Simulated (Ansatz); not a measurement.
# What a change of settings does: La (hcp type)

First run: DFT, PBE, all-electron LAPW, scalar-relativistic (Ansatz 0.2.0).

Command: `ansatz run input.yaml --threads 1 --pin off --max-ram 2048MiB --backend cpu --events-out ev --progress --plain --runs-dir out` It took 24 s on 1 thread of Arm Neoverse V1 (shared host), peak memory 0.38 GiB.

```yaml
crystal:
  lattice:
    - [3.104801766, 0.0, 0.0]
    - [-1.552400883, 2.6888372031, 0.0]
    - [0.0, 0.0, 5.2360019098]
  atoms:
    - { symbol: La, position: [0.3333333333, 0.6666666667, 0.25] }
    - { symbol: La, position: [0.6666666667, 0.3333333333, 0.75] }
kpoints:
  mp_grid: { grid: [13, 13, 7] }
scf:
  occupations: { method: fermi_dirac, width: 0.08 }
hamiltonian:
  xc: pbe
  pseudopotentials: { kind: all_electron, lapw: { basis_error: 0.001 } }
output:
  forces: true
  stress: true
  eigenvalues: true
  populations: true
```

The cell comes from a relaxation on PAW files under the same functional, begun from a prototype that needn't be the stable phase.

This run: volume at 0.58 of the series' base cell.

It converges in 8 SCF iterations at a pressure of 29.1 GPa.

The input is then changed:

```diff
 kpoints:
-  mp_grid: { grid: [13, 13, 7] }
+  mp_grid: { grid: [16, 16, 9] }
 scf:
   occupations: { method: fermi_dirac, width: 0.08 }
+  mixing: { preconditioner: kerker_dos }
 hamiltonian:
```

What does the second run give?

It converges in 8 SCF iterations at a pressure of 28.9 GPa, free energy -1.5 meV/atom against the first run's. More than one line changes, and not each need have an effect.
